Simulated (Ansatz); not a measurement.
MgO (wurtzite, P6_3mc), the program Ansatz at the r²SCAN level (PAW), all energies at zero smearing, with the estimated change up to a 700 eV cutoff added, with one set of potentials and settings (totals compare only within such a set). Cell of 4 atoms (2 Mg, 2 O): -4996.202 eV.

| element | reference phase | E (eV/atom) |
|---|---|---|
| Mg | P6_3/mmc, 2 atoms in the cell | -1926.4080 |
| O | C2/m, 4 atoms in the cell, spin-polarised | -566.0346 |

Formation energy per atom, worked out: (-4996.202 − 2×(-1926.4080) − 2×(-566.0346))/4 = -2.829 eV/atom (-273 kJ per mol of atoms), at 0 K, without zero-point energy or fitted corrections.

The workflow started from a Materials Project entry (that database holds measured and hypothetical structures alike); the Crystallography Open Database copy checked does not list it. It is not the phase usual at ambient conditions (space group No. 225). The cell was relaxed with r²SCAN under the symmetry of its start; its stability against distortions is not shown here. The references are the lowest solids computed at this level, not always the standard phases (solids in place of the gases).

Potentials: the earlier of the program's two PAW sets.
